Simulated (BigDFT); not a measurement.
How a calculation on CdS (F-43m, 8 atoms in the cell; from Materials Project mp-2469) responds to its settings

```xyz
8
Lattice="5.8859 0.0000 0.0000 0.0000 5.8859 0.0000 0.0000 0.0000 5.8859" Properties=species:S:1:pos:R:3 pbc="T T T"
Cd     0.0000     0.0000     0.0000
Cd     0.0000     2.9430     2.9430
Cd     2.9430     0.0000     2.9430
Cd     2.9430     2.9430     0.0000
S      1.4715     1.4715     4.4144
S      1.4715     4.4144     1.4715
S      4.4144     1.4715     1.4715
S      4.4144     4.4144     4.4144
```

Base run A: PBE, Daubechies wavelet basis, HGH (Krack) norm-conserving potentials made for PBE, periodic boundary conditions (BigDFT 1.9.6), self-consistent single point.

Its settings: basis = Daubechies wavelets; dft.hgrids = 0.434 bohr; dft.rmult = 8 9; dft.ixc = 11; potentials = built-in HGH-K PBE; boundary_conditions = periodic; dft.gnrm_cv = 1e-04; dft.itermax = 80; dft.idsx = 6; dft.nrepmax = 3; dft.norbv = 8; dft.nvirt = 4; dft.gnrm_cv_virt = 1e-03; dft.itermax_virt = 40.

The grid can part forces that symmetry would make equal. The structure comes from a collection of computed structures, made at another level of theory; the collection holds predicted forms beside known ones. With one or two k-points the zone of this small cell is coarsely sampled: energies, forces and stress carry that error and can break the symmetry, so a converged loop does not mean converged values.

ΔF is the free energy per atom less that of run A. 

```csv
run,dft.rmult,ΔF (meV/atom),pressure (GPa),largest force (eV/Å),basis size,rough cost (cheapest run = 1)
A,8 9,0.00,4.17,0.000,132104,2
B,8 3,422.2,-0.09,2.299,26824,1
C,8 4,39.5,3.83,0.131,34664,1
D,8 5,4.1,4.18,0.067,47096,2
E,8 6,0.40,4.17,0.005,63672,1
F,8 7,0.02,4.17,0.000,87528,1
G,8 8,0.00,4.17,0.000,109928,1
H,8 10,0.00,4.17,0.000,152152,2
I,8 12,0.00,4.17,0.000,174048,2
```

Run E against A: The free energy stays essentially unchanged (within 1 meV/atom), the pressure stays at 4.17 GPa and the largest force goes from 0.000 to 0.005 eV/Å.

Run D against A: The free energy goes up by 4.1 meV/atom, the pressure moves little (4.17 to 4.18 GPa) and the largest force goes from 0.000 to 0.067 eV/Å.

Run C against A: The free energy goes up by 39.5 meV/atom, the pressure goes from 4.17 to 3.83 GPa and the largest force goes from 0.000 to 0.131 eV/Å.
